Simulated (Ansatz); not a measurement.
Below is a relaxed structure of Ge2Bi2S. The cell was found from a structure generator's guess, not taken from experiment.

These are results of DFT PBE, scalar-relativistic, plane waves, PAW (Ansatz 0.2.0), not measurements. Cutoff 420 eV, Γ-centred mesh, Gaussian smearing, no spin polarisation.

```
Ge Bi S
1.0
     4.52092    0.00000    0.00000
    -2.26046    3.91523    0.00000
     0.00000    0.00000    9.25675
Ge Bi S
2 2 1
Direct
  0.00000 0.00000 0.25817
  0.00000 0.00000 0.74183
  0.33333 0.66667 0.87255
  0.66667 0.33333 0.12745
  0.00000 0.00000 0.50000
```

Energies over the elements count from the elements' standard structures at the same level, with no fitted energy shifts.

**Question.** Find its symmetry and describe it.

**Answer.** P-3m1 (No. 164). Conventional cell: a = 4.521 Å, c = 9.257 Å. Around Ge lie 1 S at 2.24 Å and 3 Bi at 2.88 Å; Bi is surrounded by 3 Ge at 2.88 Å and 3 Bi at 3.52 Å; S is surrounded by 2 Ge at 2.24 Å.

**Question.** What is its formation energy per atom?

**Answer.** +0.18 eV/atom. A positive value: parting into the elements would lower its energy.

**Question.** Is it a metal?

**Answer.** Yes, bands cross the Fermi level on the 12×12×4 mesh.

The last run used a 12×12×4 mesh (in the run's order of axes) for its 5-atom cell and Gaussian smearing of 0.10 eV. Spin–orbit coupling, which can matter for Bi, is left out. The reference form of S is held partly by dispersion forces, which this level lacks. A structure relaxed within its symmetry needn't be a true minimum. Another cell of Ge2Bi2S relaxed alike, in P-3m1, lies 78 meV/atom lower, so this cell isn't the stable form at this level.
